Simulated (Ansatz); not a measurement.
Ti₂C in space group R-3m (No. 166; Ti on 6c, C on 3b) at seven volumes, DFT-PBEsol in the program Ansatz with PAW potentials, shape and atoms relaxed at each. One row is withheld.

```
V (Å³/atom)  P (GPa)
-----------  -------
11.683         16.70
12.068         10.16
12.453          4.66
12.838         -0.01
13.224             ?
13.609         -7.19
13.994         -9.91
```

**Question.** Fit the shown pressures and predict the withheld one.

**Answer.** P = (3/2)B₀(x^(7/2) − x^(5/2))[1 + (3/4)(B′ − 4)(x − 1)] with x = (V₀/V)^(2/3). Least squares on the six rows gives V₀ = 12.839 Å³/atom, B₀ = 141 GPa, B′ = 4.76. At V = 13.224, x = 0.9805 and P = -3.88 GPa. The run itself gave -3.90 GPa.

The first step of the workflow began from a Materials Project structure, measured or hypothetical; the Crystallography Open Database copy checked does not list it. Its standing as an ambient phase is unchecked. The cell was relaxed with PBEsol under the symmetry of its start; of distortions, only those at the zone centre were tested. No spin polarisation was allowed.

Potentials: the later of the program's two PAW sets.
